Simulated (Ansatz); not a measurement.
Computed with DFT LDA, scalar-relativistic, plane waves, PAW (Ansatz). Cutoff 420 eV, Γ-centred k meshes of 512 to 1728 points, fixed occupations in insulators, in metals Fermi–Dirac smearing of 0.15 eV (Gaussian, 0.2 eV, where magnetic), no spin polarisation. Values of metals depend on mesh and smearing. Spin–orbit coupling is left out. Each crystal stands at its own equilibrium volume, in the symmetry named.

Task: Order these crystals by the bulk modulus (Hill), lowest first.
A. Si (Fd-3m, 2 atoms in the cell, 19.7 Å³/atom, Si next to 4 Si)
B. CaO (Fm-3m, 2 atoms in the cell, 13.0 Å³/atom, Ca next to 6 O)
C. AlCu3 (Pm-3m, 4 atoms in the cell, 11.6 Å³/atom, Al next to 12 Cu)
D. InPt3 (Pm-3m, 4 atoms in the cell, 15.6 Å³/atom, In next to 12 Pt)
E. CsH (Pm-3m, 2 atoms in the cell, 24.1 Å³/atom, Cs next to 8 H)

Result: E (19 GPa), A (97 GPa), B (129 GPa), C (167 GPa), D (243 GPa).